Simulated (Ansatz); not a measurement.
ZnS:
```cif
data_S2Zn2
_chemical_formula_sum 'Zn2 S2'
_space_group_name_H-M_alt 'P 1'
_space_group_IT_number 1
_cell_length_a 3.56502
_cell_length_b 3.56502
_cell_length_c 5.81645
_cell_angle_alpha 90.000
_cell_angle_beta 90.000
_cell_angle_gamma 120.000
loop_
_space_group_symop_operation_xyz
  'x, y, z'
loop_
_atom_site_label
_atom_site_type_symbol
_atom_site_fract_x
_atom_site_fract_y
_atom_site_fract_z
_atom_site_occupancy
Zn1 Zn 0.00000 0.00000 0.00000 1
Zn2 Zn 0.00000 0.00000 0.50000 1
S1 S 0.33333 0.66667 0.25000 1
S2 S 0.66667 0.33333 0.75000 1
```

Relaxed with PBEsol.

**Question.** Give the optical modes at the zone centre with their infrared activity from DFPT, PBEsol (plane waves, PAW; program Ansatz).

**Answer.** Transverse frequencies, without the LO–TO term; a row sums one degenerate level.

| ω (cm⁻¹) | degeneracy | IR ((D/Å)²/amu) | activity | symmetry |
|---|---|---|---|---|
| 60 | 2 | 0.00 | IR-inactive | E2u |
| 74 | 1 | 21.08 | IR | A2u |
| 152 | 2 | 36.48 | IR | E1u |
| 191 | 2 | 0.00 | IR-inactive | E2g |
| 215 | 1 | 0.00 | IR-inactive | B2u |
| 292 | 1 | 0.00 | IR-inactive | B1g |

**Question.** How high does the top mode go among those that the LO–TO term moves?

**Answer.** 284 cm⁻¹ for q along x, 284 cm⁻¹ for q along y, 257 cm⁻¹ for q along z.

Space group P6_3/mmc (NiAs type). The start of the workflow was typed in or built on a structure type; neither database checked (COD, Materials Project) lists it. It is not the phase usual at ambient conditions (space group No. 186, 216). Symmetry was held in the PBEsol relaxation; phonons on a q-mesh show weakly imaginary modes.

Potentials: the later of the program's two PAW sets.
